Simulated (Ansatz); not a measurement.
Cs$_{2}$KYBr$_{6}$:
```
CELL_PARAMETERS angstrom
      0.00000     5.88491     5.88491
      5.88491     0.00000     5.88491
      5.88491     5.88491     0.00000
ATOMIC_POSITIONS crystal
  K  0.50000 0.50000 0.50000
  Cs 0.75000 0.75000 0.75000
  Cs 0.25000 0.25000 0.25000
  Y  0.00000 0.00000 0.00000
  Br 0.76393 0.23607 0.23607
  Br 0.23607 0.76393 0.76393
  Br 0.23607 0.76393 0.23607
  Br 0.76393 0.23607 0.76393
  Br 0.23607 0.23607 0.76393
  Br 0.76393 0.76393 0.23607
```

Relaxed with r²SCAN. Special points in fractions of this cell's reciprocal vectors: Γ (0.000, 0.000, 0.000); X (0.500, 0.000, 0.500); U (0.625, 0.250, 0.625); K (0.375, 0.375, 0.750); L (0.500, 0.500, 0.500); W (0.500, 0.250, 0.750).

Problem. List the band energies nearest the valence-band maximum at these points for r²SCAN with spin–orbit coupling in the plane-wave PAW code Ansatz.

Solution. In eV from the valence-band maximum; about four levels below and three above (degenerate sets whole), none deeper than 8.9 eV; points with the same levels are listed once.

```json
[
 {"k": "Γ", "below": "0.00 0.00 0.00 0.00", "above": "4.76 4.76 4.76 4.76"},
 {"k": "X", "below": "-0.30 -0.30 -0.07 -0.07", "above": "4.81 4.81 5.22 5.22"},
 {"k": "U", "below": "-0.36 -0.36 -0.15 -0.15", "above": "4.91 4.91 5.15 5.15"},
 {"k": "L", "below": "-0.22 -0.22 -0.20 -0.20", "above": "4.93 4.93 5.02 5.02"},
 {"k": "W", "below": "-0.28 -0.28 -0.21 -0.21", "above": "5.00 5.00 5.04 5.04"}
]
```

Space group Fm-3m. The workflow started from a Materials Project entry (that database holds measured and hypothetical structures alike); the Crystallography Open Database copy checked does not list it. Its standing as an ambient phase is unchecked. The r²SCAN relaxation kept the symmetry of its start; whether a distortion lowers the energy is not shown. The run is not spin-polarised.

Potentials: the later of the program's two PAW sets.
